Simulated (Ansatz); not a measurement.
Relaxed-ion elastic tensor of Al2O3 in space group R-3 (No. 148; Al on 3a, Al on 3b, Al on 6c, O on 18f) in GPa (Voigt order), plane-wave PAW r²SCAN (Ansatz code); density 3.79 g/cm³, 8.92 Å³ per atom.

|  | 1 | 2 | 3 | 4 | 5 | 6 |
|---|---|---|---|---|---|---|
| 1 | 491 | 135 | 76.5 | 7.7 | -7.7 | 0.0 |
| 2 | 135 | 491 | 76.5 | -7.7 | 7.7 | 0.0 |
| 3 | 76.5 | 76.5 | 367 | 0.0 | 0.0 | 0.0 |
| 4 | 7.7 | -7.7 | 0.0 | 101 | 0.0 | 7.7 |
| 5 | -7.7 | 7.7 | 0.0 | 0.0 | 101 | 7.7 |
| 6 | 0.0 | 0.0 | 0.0 | 7.7 | 7.7 | 178 |

Task: Is the crystal mechanically stable?

Result: Yes: the smallest eigenvalue of C is 99.6 GPa.

Task: Work out the Voigt, Reuss and Hill averages.

Result: K_V = 214, K_R = 207, K_H = 210; G_V = 147, G_R = 135, G_H = 141 GPa.

Task: Give Young's modulus, Poisson's ratio, Pugh's ratio and the universal anisotropy index.

Result: E = 9KG/(3K + G) = 345 GPa; ν = 0.23; K/G = 1.49 (brittle by the Pugh limit of 1.75); A_U = 5G_V/G_R + K_V/K_R − 6 = 0.48.

Task: Estimate the sound speeds and the Debye temperature.

Result: v_l = √((K + 4G/3)/ρ) = 10200 m/s, v_t = √(G/ρ) = 6090 m/s, mean 6740 m/s; Θ = (h/k)(3n/4πV)^(1/3) v_m = 968 K.

Task: Solve the Christoffel equation for the three sound speeds along x, y, z.

Result: Eigenvalues of C_ijkl n_j n_l equal ρv². In km/s, slowest first: x 5.14, 6.86, 11.37; y 5.14, 6.86, 11.37; z 5.16, 5.16, 9.84.

Task: How much does each axis shrink under pressure?

Result: Linear compressibilities β_i = Σ_j S_ij (j = 1 to 3): x 1.3, y 1.3, z 2.2 per TPa.

The first step of the workflow began from a Materials Project structure, measured or hypothetical; the Crystallography Open Database copy checked does not list it. It is not the phase usual at ambient conditions (space group No. 167). The cell was relaxed with r²SCAN under the symmetry of its start; whether a distortion lowers the energy is not shown.

Potentials: the later of the program's two PAW sets.
